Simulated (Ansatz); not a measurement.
NaSrYWO6: what symmetry allows forces and stress to be

```yaml
crystal:
  lattice:
    - [0.00000, 4.17202, 4.17202]
    - [4.17202, 0.00000, 4.17202]
    - [4.17202, 4.17202, 0.00000]
  atoms:
    - { symbol: Na, position: [0.25000, 0.25000, 0.25000] }
    - { symbol: Sr, position: [0.75000, 0.75000, 0.75000] }
    - { symbol: Y, position: [0.49461, 0.50539, 0.50539] }
    - { symbol: W, position: [0.00000, 0.00000, 0.00000] }
    - { symbol: O, position: [0.76667, 0.23333, 0.23333] }
    - { symbol: O, position: [0.23333, 0.76667, 0.76667] }
    - { symbol: O, position: [0.76667, 0.76667, 0.23333] }
    - { symbol: O, position: [0.23333, 0.23333, 0.76667] }
    - { symbol: O, position: [0.23333, 0.76667, 0.23333] }
    - { symbol: O, position: [0.76667, 0.23333, 0.76667] }
```

The calculation used Ansatz 0.2.0, DFT PBE, scalar-relativistic, plane waves, PAW.

Plane waves to 420 eV, a k mesh through Γ of 6×6×6 on the computed 10-atom cell and Gaussian smearing (0.02 eV); no spin polarisation.

This distorted cell has space group Imm2, with 4 operations.

Problem. Without a calculation: in which directions can each atom feel a force?

Solution. A force must be left unchanged by every operation that keeps its atom in place, so it lies in the space that those operations leave fixed. Atoms that the group maps onto each other feel forces of one size.
| atom | site symmetry | operations at the site | equivalent to atom | allowed force (Cartesian) |
| --- | --- | --- | --- | --- |
| Na1 | mm2 | 4 | 1 | along (1.00, 0.00, 0.00) |
| Sr2 | mm2 | 4 | 2 | along (1.00, 0.00, 0.00) |
| Y3 | mm2 | 4 | 3 | along (1.00, 0.00, 0.00) |
| W4 | mm2 | 4 | 4 | along (1.00, 0.00, 0.00) |
| O5 | mm2 | 4 | 5 | along (1.00, 0.00, 0.00) |
| O6 | mm2 | 4 | 6 | along (1.00, 0.00, 0.00) |
| O7 | 1 | 1 | 7 | any direction |
| O8 | 1 | 1 | 7 | any direction |
| O9 | 1 | 1 | 7 | any direction |
| O10 | 1 | 1 | 7 | any direction |

That leaves 9 independent force components of 30, tied by 1 condition that the forces sum to zero, so 8 remain. A relaxation in this cell that keeps the symmetry moves the atoms in these directions alone.

Problem. And the stress tensor?

Solution. It must be invariant under the point group, which leaves 3 independent components: xz, xy vanish; yy = zz.

Problem. Do the computed values obey this?

Solution. Yes. Forces (eV/Å):
```
Na1  0.029  0.000  0.000
Sr2  0.063  0.000  0.000
Y3  -0.651  0.000  0.000
W4   0.538  0.000  0.000
O5  -0.433  0.000  0.000
O6   0.531  0.000  0.000
O7  -0.019  0.001  0.450
O8  -0.019 -0.001 -0.450
O9  -0.019 -0.450 -0.001
O10 -0.019  0.450  0.001
```

Stress (GPa, compression positive, xx yy zz yz xz xy): -2.99 -3.16 -3.16 0.18 0.00 0.00. The program imposes the same operations on density, forces and stress, so this confirms the analysis and is no independent test of the calculation.

Spin–orbit coupling is left out, which can shift energies with elements as heavy as these.

Cost: 1 run of about 1 core-minutes, on Arm Neoverse N1 (shared hosts).